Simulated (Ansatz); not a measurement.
RbHoBr4 under compression: one row to predict

The structure comes from a generated guess, relaxed at this level; another structure or a mixture of phases may lie lower.

Computed with Ansatz, DFT PBE, scalar-relativistic, plane waves, PAW, and for the lanthanide a 4f-in-core norm-conserving potential. Plane waves to 690 eV, a 4×4×4 mesh through Γ for the 6-atom cell and 0.02 eV Gaussian smearing; no spin polarisation.

```
Rb Ho Br
1.0
     5.52709    0.00000    0.00000
     0.00000    5.52709    0.00000
     0.00000    0.00000    9.08016
Rb Ho Br
1 1 4
Cartesian
  0.0000 0.0000 0.0000
  2.7635 2.7635 4.5401
  2.7635 2.7635 7.3001
  2.7635 2.7635 1.7800
  2.7635 0.0000 4.5401
  0.0000 2.7635 4.5401
```

The cell was set to several volumes, with shape and atoms relaxed at each where symmetry leaves them free. Pressure is positive in compression, and energies count from the lowest row.

| row | V (Å³/atom) | P (GPa) | ΔE (meV/atom) | gap on mesh (eV) |
| --- | --- | --- | --- | --- |
| 1 | 40.684 | 2.90 | 43.6 | 2.78 |
| 2 | 42.070 | 1.95 | 22.8 | 2.91 |
| 3 | 43.457 | ? | ? | ? |
| 4 | 44.844 | 0.52 | 2.2 | 3.14 |
| 5 | 46.231 | 0.01 | 0.0 | 3.25 |
| 6 | 47.618 | -0.41 | 1.8 | 3.34 |
| 7 | 49.005 | -0.74 | 6.9 | 3.40 |
| 8 | 50.854 | -1.07 | 17.4 | 3.43 |

Task: Find B = −V·ΔP/ΔV from rows 4 and 6 and from rows 1 and 2, and from the two its slope B′ and its value B0 at zero pressure.

Result: Rows 4 and 6 give −(44.844 + 47.618)/2 × (-0.41 − (0.52))/(47.618 − 44.844) = 15.5 GPa at a mean pressure of 0.06 GPa. Rows 1 and 2 give −(40.684 + 42.070)/2 × (1.95 − (2.90))/(42.070 − 40.684) = 28.4 GPa at a mean pressure of 2.42 GPa. So B′ = (28.4 − 15.5)/(2.42 − (0.06)) = 5.47 and B0 = 15.5 − 5.47 × (0.06) = 15.2 GPa. A third-order Birch–Murnaghan fit to all the energies gives B0 = 15.3 GPa and B′ = 6.2.

Task: Estimate the pressure and energy of row 3.

Result: From row 5, V0 = 46.231 × (1 + (0.01)/15.2) = 46.261 Å³/atom. Murnaghan's form P = (B0/B′)·[(V0/V)^B′ − 1] gives (15.2/5.47) × [(46.261/43.457)^5.47 − 1] = 1.13 GPa; the computed pressure is 1.16 GPa, so the estimate is off by -0.03 GPa. The work of compression from row 4, with the mean of the two pressures, gives ΔE = 2.2 + (1.13 + 0.52)/2 × (44.844 − 43.457)/160.2 × 1000 = 9.3 meV/atom (1 eV/Å³ = 160.2 GPa); the computed value is 9.4 meV/atom.

Task: Fit the gap against pressure through the other rows and estimate it at the computed pressure of row 3.

Result: Over the 7 rows the mean pressure is 0.4514 GPa and the mean gap is 3.179 eV. The sums of products of deviations are S_xx = 12.92 and S_xy = -2.198, so the slope is -2.198/12.92 = -0.1701 (r = -1.00, rms misfit 0.02 eV). At 1.16 GPa the line gives 3.179 + (-0.1701) × (1.16 − 0.4514) = 3.06 eV. The computed value is 3.03 eV, so the line is off by +0.03 eV, about as much as the largest miss among the fitted rows (0.03 eV).

Kohn–Sham gaps at this level usually fall short of measured ones. All volumes keep the k mesh of the relaxed cell. Symmetry constrained the relaxation, so the result can be a saddle point.

The lanthanide is trivalent by construction, without f bands, f moments or other valences.
